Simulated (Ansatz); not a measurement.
What a change of settings does to a run on RbTi

The cell was built from the CsCl type and relaxed in the same program; it needn't be a known or the stable phase. The listed cell was then made from it by scaling, straining or moving an atom.

First run: DFT, PBEsol, all-electron LAPW, scalar-relativistic (Ansatz 0.2.0).

Command: `ansatz run input.yaml --threads 1 --pin off --max-ram 2048MiB --backend cpu --events-out ev --progress --plain --runs-dir out` The run took 30 s on 1 thread of Intel(R) Xeon(R) Processor @ 2.50GHz (Skylake/Cascade Lake), on a shared host, peak memory 0.35 GiB.

```yaml
crystal:
  lattice:
    - [4.0591001343, 0.0, 0.0]
    - [0.0, 4.0591001343, 0.0]
    - [0.0, 0.0, 4.0591001343]
  atoms:
    - { symbol: Rb, position: [0.0, 0.0, 0.0] }
    - { symbol: Ti, position: [0.5, 0.5, 0.5] }
kpoints:
  mp_grid: { grid: [10, 10, 10] }
scf:
  occupations: { method: fermi_dirac, width: 0.03 }
hamiltonian:
  xc: pbesol
  pseudopotentials: { kind: all_electron, lapw: { basis_error: 0.0005 } }
output:
  forces: true
  stress: true
  eigenvalues: true
```

Result: converged; pressure -0.54 GPa; 11 SCF iterations.

Spin polarisation is left out, and whether a magnetic state lies lower isn't shown here.

The input is then changed:

```diff
@@ -8,5 +8,5 @@
     - { symbol: Ti, position: [0.5, 0.5, 0.5] }
 kpoints:
-  mp_grid: { grid: [10, 10, 10] }
+  mp_grid: { grid: [10, 10, 10], shift: [0.5, 0.5, 0.5] }
 scf:
   occupations: { method: fermi_dirac, width: 0.03 }
```

Question: Predict the outcome of the changed run.

Answer: It converged; energy at zero smearing +2.6 meV/atom from the first run; pressure -0.55 GPa; 11 SCF iterations.
